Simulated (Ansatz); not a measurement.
# Two-dimensional strain map in Mg

Computed with Ansatz, DFT PBE, scalar-relativistic, plane waves, PAW. Cutoff 420 eV, Γ-centred 18×18×10 k-points, Gaussian smearing of 0.15 eV. No spin polarisation. Energies are free energies at this smearing, counted from the undisturbed cell; pressure is positive in compression.

Reference structure (as given, not relaxed at this level; it stands at -0.4 GPa):

```
Mg
1.0
     3.20927    0.00000    0.00000
    -1.60464    2.77931    0.00000
     0.00000    0.00000    5.21033
Mg
2
Direct
  0.33333 0.66667 0.25000
  0.66667 0.33333 0.75000
```

The cell is strained by p along both x and y and by q along z, fractional coordinates fixed. Points are written (p, q).

Energy above the undisturbed cell in meV/atom (a dash: not computed):

```csv
p \ q,-0.080,-0.040,0.000,0.040,0.080
-0.080,170.4,119.3,92.9,84.1,86.7
-0.040,?,33.3,17.8,18.7,31.0
0.000,30.5,4.7,0.0,9.5,29.4
0.040,32.2,?,21.5,39.4,66.1
0.080,62.4,58.6,70.4,?,?
```

(1) Fill in the withheld energies.

## Answers

(1) (-0.040, -0.080): 70.6; (0.040, -0.040): 17.3; (0.080, 0.040): 95.1; (0.080, 0.080): 128.2.